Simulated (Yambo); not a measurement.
G0W0@LDA for CsOH (space group Cmc2_1, No. 36) in Yambo. Reference settings: 4×4×2 Γ-centred k mesh, 156 bands and a 7 Ry block in the screening, 156 bands in G with the Bruneval-Gonze terminator, plasmon pole fitted at 27.2 eV. The LDA gap Γ → Γ on this mesh is 3.60 eV; G0W0 gaps are taken between the same points.

The settings were changed. The gap went from 5.79 eV to 5.84 eV, and the shift of the valence edge from -1.20 eV to -1.08 eV.

What was changed between the two runs?
A. 37 bands in W, 37 bands in G, 3 Ry block
B. 37 bands in W, 37 bands in G, 2 Ry block
C. 37 bands in W, 37 bands in G, 4 Ry block
D. 86 bands in W, 86 bands in G, 3 Ry block, no terminator

D, 86 bands in W, 86 bands in G, 3 Ry block, no terminator. The others gave (gap, valence shift): 37 bands in W, 37 bands in G, 2 Ry block: 6.42, -1.29 eV; 37 bands in W, 37 bands in G, 3 Ry block: 6.27, -1.11 eV; 37 bands in W, 37 bands in G, 4 Ry block: 6.16, -0.98 eV.

Geometry of the Materials Project entry, not relaxed at this level; primitive cell a = 6.088 Å, b = 6.088 Å, c = 4.504 Å, α = 90.00°, β = 90.00°, γ = 138.41°.

The structure is a Materials Project entry; no match was found in the copy of COD used, and its stability was not checked.

A shift is the quasiparticle energy of the state minus its LDA energy.
